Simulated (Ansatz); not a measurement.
Ga2O3 in space group Cmcm (No. 63; Ga on 4c, Ga on 4a, O on 8f, O on 4c), the program Ansatz at the r²SCAN level (PAW), all energies at zero smearing, with the estimated change up to a 700 eV cutoff added, with one set of potentials and settings (totals compare only within such a set). Cell of 10 atoms (4 Ga, 6 O): -18575.055 eV.

```
element                            reference phase  E (eV/atom)
-------  -----------------------------------------  -----------
Ga                       Cmce, 4 atoms in the cell   -3790.2689
O        C2/m, 4 atoms in the cell, spin-polarised    -566.0281
```

Formation energy per atom, worked out: (-18575.055 − 4×(-3790.2689) − 6×(-566.0281))/10 = -1.781 eV/atom (-172 kJ per mol of atoms), at 0 K, without zero-point energy or fitted corrections.

The first step of the workflow began from a Materials Project structure, measured or hypothetical; the Crystallography Open Database copy checked does not list it. It is not the phase usual at ambient conditions (space group No. 12, 167). Symmetry was held in the r²SCAN relaxation. At this level the phase is dynamically unstable (imaginary phonons). The references are the lowest solids computed at this level, not always the standard phases (solids in place of the gases).

Potentials: the later of the program's two PAW sets.
